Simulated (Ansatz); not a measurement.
SiO₂ in space group P3_121 (No. 152; Si on 3a, O on 6c), DFT-PBE in the program Ansatz with PAW potentials, all energies at zero smearing, with the estimated change up to a 700 eV cutoff added, with one set of potentials and settings (totals compare only within such a set). Cell of 9 atoms (3 Si, 6 O): -5322.294 eV.

| element | reference phase | E (eV/atom) |
|---|---|---|
| Si | Fd-3m, 2 atoms in the cell | -635.8114 |
| O | C2/m, 4 atoms in the cell, spin-polarised | -565.0042 |

Formation energy per atom, worked out: (-5322.294 − 3×(-635.8114) − 6×(-565.0042))/9 = -2.759 eV/atom (-266 kJ per mol of atoms), at 0 K, without zero-point energy or fitted corrections.

The cell was relaxed with PBE under the symmetry of its start. The references are the lowest solids computed at this level, not always the standard phases (solids in place of the gases).

Potentials: the earlier of the program's two PAW sets.
